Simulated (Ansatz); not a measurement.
Computed with DFT PBE, scalar-relativistic, plane waves, PAW in Ansatz 0.2.0. Cutoff 420 eV, Γ-centred meshes of about 0.25 Å⁻¹ or finer for metals and 0.3 Å⁻¹ for insulators (2π included), Gaussian smearing. These runs have no spin polarisation.

All energies are static (0 K, no zero-point motion).

Compare these two cells of Na₃YbGeSe, each relaxed at this level.

A.

```
CELL_PARAMETERS angstrom
4.74610 0.00000 0.00000
-2.37305 4.11024 0.00000
0.00000 0.00000 7.54630
ATOMIC_POSITIONS crystal
Na 0.66667 0.33333 0.99067
Na 0.33333 0.66667 0.14602
Na 0.00000 0.00000 0.34669
Yb 0.33333 0.66667 0.67712
Ge 0.00000 0.00000 0.89020
Se 0.66667 0.33333 0.44929
```

B.

```
CELL_PARAMETERS angstrom
4.86840 0.00000 0.00000
-2.43420 4.21616 0.00000
0.00000 0.00000 8.02315
ATOMIC_POSITIONS crystal
Na 0.66667 0.33333 0.22412
Na 0.00000 0.00000 0.45051
Na 0.66667 0.33333 0.63832
Yb 0.33333 0.66667 0.96403
Ge 0.33333 0.66667 0.34163
Se 0.00000 0.00000 0.84768
```

Task: Which form is favoured at zero pressure, and by what margin per atom?

Result: A is lower, by 44 meV/atom. A has space group P3m1 (No. 156), 24.5 Å³/atom and no gap on its mesh; B has space group P3m1 (No. 156), 27.4 Å³/atom and no gap. Counting Ge or Se atoms around Na and Yb (for each partner element, those within 1.25 times its shortest distance or 1.15 times the sum of covalent radii, where it is the nearest in units of that sum or under 1.3; a plus sign parts groups by distance over the sum of covalent radii; a slash parts the counts of unlike sites), A has Na 3+1+1/6, Yb 6 and B has Na 3/4/6, Yb 4. The denser one is the lower, and pressure would at first widen the difference. In A, around Na on its first site lie 3 Ge at 2.84 Å, 3 Na at 2.98 Å, 1 Se at 3.46 Å, 3 Yb at 3.62 Å, 3 Na at 3.84 Å and 1 Se at 4.09 Å; Yb is surrounded by 3 Ge at 3.18 Å, 3 Se at 3.23 Å, 7 Na at 3.54–3.70 Å and 1 Na at 4.01 Å; Ge has 3 Na at 2.84 Å, 3 Yb at 3.18 Å and 4 Na at 3.35–3.44 Å; Se has 3 Na at 2.85 Å, 3 Yb at 3.23 Å and 4 Na at 3.46–3.57 Å; 2 more sites not described. In B, Na on its first site is surrounded by 3 Ge at 2.96 Å, 4 Na at 3.32–3.35 Å and 3 Yb at 3.50 Å; Yb has 3 Se at 2.96 Å, 1 Ge at 3.03 Å, 3 Na at 3.50 Å and 3 Na at 3.84 Å; Ge has 6 Na at 2.94–2.96 Å, 1 Yb at 3.03 Å and 3 Na at 3.68 Å; Se has 3 Yb at 2.96 Å and 4 Na at 3.19–3.27 Å; 2 more sites not described. Both come from trial cells of a structure search.

A magnetic state wasn't ruled out in cells without spin, among them P3m1 at 27.4 Å³/atom. The 4f shell of Yb is treated without a Hubbard U. Trial moments fell under 0.15 μB along the way in P3m1; another start might hold them. A has imaginary phonons (to 31i cm⁻¹ on its k mesh, which matters in a metal), so it may be a saddle point. Other cells relaxed within their symmetry can be saddle points.
